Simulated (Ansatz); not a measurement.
HfBN:
```
HfBN
1.0
    2.64545     0.00000     0.00000
   -1.32272     2.29103     0.00000
    0.00000     0.00000     7.78052
Hf B N
1 1 1
Cartesian
  0.00000   0.00000   0.00000
  0.00000   1.52735   3.89026
  1.32272   0.76368   3.89026
```

Relaxed with PBE. Special points in fractions of this cell's reciprocal vectors: Γ (0.000, 0.000, 0.000); M (0.500, 0.000, 0.000); K (0.333, 0.333, 0.000); A (0.000, 0.000, 0.500); L (0.500, 0.000, 0.500); H (0.333, 0.333, 0.500).

Problem. List the band energies nearest the Fermi level at these points for the program Ansatz at the PBE level (PAW).

Solution. In eV from the Fermi level; about four levels below and three above (degenerate sets whole), none deeper than 8.9 eV; points with the same levels are listed once.

| k | below | above |
|---|---|---|
| Γ | -5.69 -3.52 -3.52 -1.06 | 1.17 2.20 2.20 |
| M | -5.91 -3.69 -2.95 -1.63 | 2.25 2.98 4.45 |
| K | -2.09 | 0.14 0.34 1.19 1.20 |
| A | -5.39 -3.52 -3.52 -0.44 | 0.05 2.20 2.20 |
| L | -5.91 -3.69 -2.83 -1.79 | 1.80 3.66 5.06 |
| H | -2.06 | 0.26 0.27 1.08 |

Space group P-6m2. The start of the workflow was typed in or built on a structure type; neither database checked (COD, Materials Project) lists it. Its standing as an ambient phase is unchecked. The PBE relaxation kept the symmetry of its start; its stability against distortions is not shown here. No spin polarisation was allowed. The volume moved by 92 % from the start of the relaxation. Spin–orbit coupling is left out wherever it is not named.

Potentials: the earlier of the program's two PAW sets.
